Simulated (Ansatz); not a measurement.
The elements of this relaxed trial crystal are hidden behind letters.

```
lattice vectors (Å)
   3.6651    0.0000    0.0000
   0.0000    3.6651    0.0000
   0.0000    0.0000    7.9350
fractional positions
X 0.0000 0.0000 0.5000
Z 0.5000 0.5000 0.0000
Q 0.0000 0.0000 0.1622
Q 0.0000 0.0000 0.8378
Q 0.5000 0.5000 0.5000
```

Level of theory: Ansatz 0.2.0, DFT PBE, scalar-relativistic, plane waves, PAW, and for the lanthanide a 4f-in-core norm-conserving potential. Settings of the last relaxation (5-atom cell): 690 eV, 10×10×6 k points, Gaussian smearing of 0.10 eV, no spin polarisation.

```
Space group                                : P4/mmm (No. 123)
Conventional cell                          : a = 3.665 Å, c = 7.935 Å
Volume per atom                            : 21.32 Å³
Density                                    : 5.15 g/cm³
Formation energy                           : −0.68 eV/atom
Gap on the 10×10×6 mesh of the 5-atom cell : 0 eV (a metal)
```

Energies are uncorrected and count from the elements' standard states at the same level.

Problem. X is a lanthanide, Z is a d-block element of period 4 and Q is a p-block element of period 3. Which elements are they?

Solution. X = Tm, Z = Zn, Q = S, so the formula is TmZnS3. Density times volume gives a mean mass of 5.15 × 21.32/1.6605 = 66.1 u per atom, and this set has 66.1 u. Tm is surrounded by 6 S at 2.59–2.68 Å; Zn is surrounded by 8 S at 2.89 Å; S on a site of symmetry 4mm is surrounded by 1 S at 2.57 Å, 1 Tm at 2.68 Å and 4 Zn at 2.89 Å; 1 more site not described. Other sets within the hints have nearly the same mass, so mass alone doesn't settle it; this one was computed.

An odd number of valence electrons (the lanthanide is held trivalent, its 4f shell in the core) allows no gap without spin; another valence of the lanthanide, a larger cell or a magnetic state could open one. A structure relaxed within its symmetry needn't be a true minimum.

The lanthanide is trivalent by construction, without f bands, f moments or other valences. The reference runs of the other elements, and any phases without the lanthanide, used 420 eV, which shifts energies against them by under 10 meV/atom. The lanthanide's reference is the lowest of its hcp, dhcp and fcc cells.
